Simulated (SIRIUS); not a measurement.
Band structure of TiSi2 (Fddd, 6 atoms in the cell; from Materials Project mp-2582, lattice scaled a little).

```
CELL_PARAMETERS angstrom
      0.00000     4.07799     4.22198
      2.36657     0.00000     4.22198
      2.36657     4.07799     0.00000
ATOMIC_POSITIONS crystal
  Ti 0.50000 0.50000 0.50000
  Ti 0.75000 0.75000 0.75000
  Si 0.83743 0.16257 0.83743
  Si 0.16257 0.83743 0.16257
  Si 0.41257 0.08743 0.41257
  Si 0.08743 0.41257 0.08743
```

Method: LDA (PW92), GBRV LDA ultrasoft pseudopotentials (plane waves; SIRIUS).

Settings: parameters.ngridk = 6 6 6; parameters.xc_functionals = [XC_LDA_X, XC_LDA_C_PW]; parameters.gk_cutoff = 6.325 1/bohr; parameters.pw_cutoff = 14.143 1/bohr; parameters.smearing = fermi_dirac; parameters.smearing_width = 0.00367493 Ha; potentials = GBRV LDA ultrasoft pseudopotentials; parameters.electronic_structure_method = pseudopotential; parameters.num_bands = 24; parameters.num_mag_dims = 0; parameters.num_dft_iter = 100; parameters.energy_tol = 1e-07 Ha; parameters.density_tol = 1e-06; mixer.type = anderson.

The structure comes from a collection of computed structures, made at another level of theory; the collection holds predicted forms beside known ones. Its lattice was then scaled. No clean gap shows at this smearing width and mesh (spacing up to 0.28 Å⁻¹); the mesh is coarse for partly filled bands, so the values carry mesh errors.

Points are given in units of this cell's reciprocal vectors. Levels in eV from the Fermi level, bands 17 to 23:
```tsv
point	17	18	19	20	21	22	23
Γ (0 0 0)	-2.34	-2.06	-1.77	-1.35	-1.01	2.09	3.21
Y (0.5 0 0.5)	-2.35	-2.35	-0.94	-0.94	1.27	1.27	3.39
T (1 0.5 0.5)	-1.16	-1.16	-0.71	-0.71	0.82	0.82	2.33
Z (0.5 0.5 0)	-1.57	-1.57	-1.02	-1.02	0.72	0.72	3.35
X (0 0.413 0.413)	-1.39	-0.46	0.01	0.09	0.72	0.90	1.82
A1 (0.5 0.244 0.744)	-1.73	-1.73	-1.46	-1.46	1.42	1.42	2.22
```

4 bands cross the Fermi level along this path, so the cell has no gap at this level.
